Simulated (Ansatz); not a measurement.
## CsHfS₂ (P-6m2)

The calculation used Ansatz, DFT PBE, scalar-relativistic, plane waves, PAW.

Settings: cutoff 420 eV, Γ-centred mesh 12×12×6 on the computed 4-atom cell, Gaussian smearing of 0.10 eV; no spin polarisation.

The structure is relaxed at this level of theory with its symmetry kept, and needn't be the ground state of this composition.

```
CELL_PARAMETERS angstrom
3.68161 0.00000 0.00000
-1.84081 3.18837 0.00000
0.00000 0.00000 8.44229
ATOMIC_POSITIONS crystal
Cs 0.66667 0.33333 0.50000
Hf 0.66667 0.33333 0.00000
S 0.00000 0.00000 0.18317
S 0.00000 0.00000 0.81683
```

Problem. Formation energy from the elements' standard states (uncorrected)?

Solution. -1.325 eV/atom.

Problem. Kohn–Sham band gap?

Solution. none (metal).

Problem. Density of states at the Fermi level?

Solution. 3.5 states/eV per cell.

Problem. Orbital (Löwdin) character within 0.5 eV of the Fermi level?

Solution. Hf 5d 78 %, S 3p 9 %, unprojected 9 %.

Problem. Bader charge by site (e)?

Solution. Cs (1 in the cell) 0.72, Hf (1 in the cell) 1.83, S (2 in the cell) -1.28.

Spin-orbit coupling is left out, which matters for the bands of heavy elements. Spin polarisation was left out, and a magnetic state may lie lower.

The cell was found from a structure generator's guess, not taken from experiment. Löwdin shares on free-atom orbitals overweight diffuse shells.
